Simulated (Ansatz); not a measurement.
Mg$_{3}$Ga$_{7}$Co$_{2}$ in space group C2/c (No. 15; Pearson symbol mS48), DFT-PBE in the program Ansatz with PAW potentials, all energies at zero smearing, with the estimated change up to a 700 eV cutoff added, with one set of potentials and settings (totals compare only within such a set). Cell of 24 atoms (6 Mg, 14 Ga, 4 Co): -85015.466 eV.

| element | reference phase | E (eV/atom) |
|---|---|---|
| Mg | P6_3/mmc, 2 atoms in the cell | -1923.8026 |
| Ga | Cmce, 4 atoms in the cell | -3783.0209 |
| Co | P6_3/mmc, 2 atoms in the cell, spin-polarised | -5126.1559 |

Formation energy per atom, worked out: (-85015.466 − 6×(-1923.8026) − 14×(-3783.0209) − 4×(-5126.1559))/24 = -0.239 eV/atom (-23 kJ per mol of atoms), at 0 K, without zero-point energy or fitted corrections.

The first step of the workflow began from a Materials Project structure, measured or hypothetical; the Crystallography Open Database copy checked does not list it. Whether it is the stable phase at ambient conditions was not checked. The cell was relaxed with PBE under the symmetry of its start; its stability against distortions is not shown here. No spin polarisation was allowed. The references are the lowest solids computed at this level, not always the standard phases.

Potentials: the later of the program's two PAW sets.
